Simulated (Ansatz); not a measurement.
AlN:
```
AlN
1.0
    0.00000     2.17110     2.17110
    2.17110     0.00000     2.17110
    2.17110     2.17110     0.00000
Al N
1 1
Direct
  0.00000   0.00000   0.00000
  0.25000   0.25000   0.25000
```

This is the LDA-relaxed structure.

Question: All from plane-wave PAW LDA (Ansatz code), unless another level is named. Predict the Young's modulus.

Answer: 311 GPa.

Question: Next, the zero-point energy?

Answer: 98.1 meV/atom.

Space group F-43m (zinc blende). The cell was relaxed with LDA under the symmetry of its start.

Potentials: the earlier of the program's two PAW sets. The files were generated under PBE; for other functionals the program regenerates the frozen cores, and for LDA and PBEsol the local potential too.
